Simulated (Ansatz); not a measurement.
FeHO2 (space group Pnma)

```xyz
16
Lattice="9.4746 0.0000 0.0000 0.0000 2.7878 0.0000 0.0000 0.0000 4.3220" Properties=species:S:1:pos:R:3 pbc="T T T"
Fe     6.0596     0.6970     0.1911
Fe     3.4150     2.0909     4.1308
Fe     8.1523     2.0909     2.3521
Fe     1.3223     0.6970     1.9699
H      8.5379     0.6970     0.3137
H      0.9367     2.0909     4.0083
H      5.6740     2.0909     2.4746
H      3.8006     0.6970     1.8473
O      8.9476     0.6970     1.2733
O      0.5270     2.0909     3.0487
O      5.2643     2.0909     3.4343
O      4.2103     0.6970     0.8877
O      1.8646     2.0909     0.8364
O      7.6100     0.6970     3.4855
O      2.8727     0.6970     2.9974
O      6.6019     2.0909     1.3245
```

The slice is a (1 0 -1) plane (indices of the conventional cell) through the point (0.640, 0.250, 0.044) (fractional), spanned by u = [010] and v = [101] in vectors of this cell: u (2.79 Å) and v (10.41 Å, at 90° to u). It covers one period; positions are fractions (u, v).

The numbers are results of PBEsol (plane waves to 420 eV, PAW, scalar-relativistic; Ansatz, a program for electronic structure), not measurements. k mesh 4×13×9. Inside the PAW spheres the values are not all-electron values, and peaks at nuclei hang on which shells count as valence. FeHO2 is run spin-polarised and with no Hubbard U. FeHO2 was relaxed with its symmetry unable to fall. Relaxed FeHO2 ends ferromagnetic. The magnetic order is the one the run started from; other orders were not tried.

Problem. Sketch the spin density, up minus down on this plane as a map.

Solution. 
```
|+.      .|
|.        |
|         |
|         |
|         |
|         |
|         |
|         |
|         |
|         |
|         |
|         |
|         |
|         |
|.        |
|+:      :|
|-.      .|
|:        |
|         |
|         |
|         |
|         |
|         |
|         |
|         |
|         |
|         |
|         |
|         |
|.        |
|=.      .|
|@+.    .+|
```
Scale: ten equal steps from -0.01 (start of ' ') to 2.42 (end of '@'), in the order ' .:-=+*#%@'. Values: spin density, up minus down in e/Å³. The map has 9 points along u (one character each, u = 0 at the left) and 32 along v (v = 0 in the bottom row).
